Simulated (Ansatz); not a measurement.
Phonons of a relaxed structure of MgSe by density-functional perturbation theory (low response-accuracy setting, no LO–TO term) at Γ and zone-boundary points with q components 0 or ½ of the primitive reciprocal vectors. The numbers are results of r2SCAN (plane waves to 500 eV, PAW, scalar-relativistic; Ansatz, a first-principles code), not measurements. Γ-centred k-mesh 8×8×8, Fermi–Dirac smearing 0.05 eV.

```
MgSe
1.0
    0.00000     2.73610     2.73610
    2.73610     0.00000     2.73610
    2.73610     2.73610     0.00000
Mg Se
1 1
Direct
  0.50000   0.50000   0.50000
  0.00000   0.00000   0.00000
```

Space group Fm-3m (No. 225), rock salt type.

| q | wavenumbers (cm⁻¹; i marks imaginary) |
|---|---|
| Γ | 0 (×3), 183 (×3) |
| L (½, 0, 0) | 102 (×2), 179, 184 (×2), 333 |
| X (½, ½, 0) | 88 (×2), 131, 196 (×2), 217 |

Problem. What do these wavenumbers say about the structure?

Solution. No instability shows at these points (nothing beyond 15i cm⁻¹, the threshold used here). Other wavevectors were not sampled, so this does not prove stability.

No spin polarisation in the result.
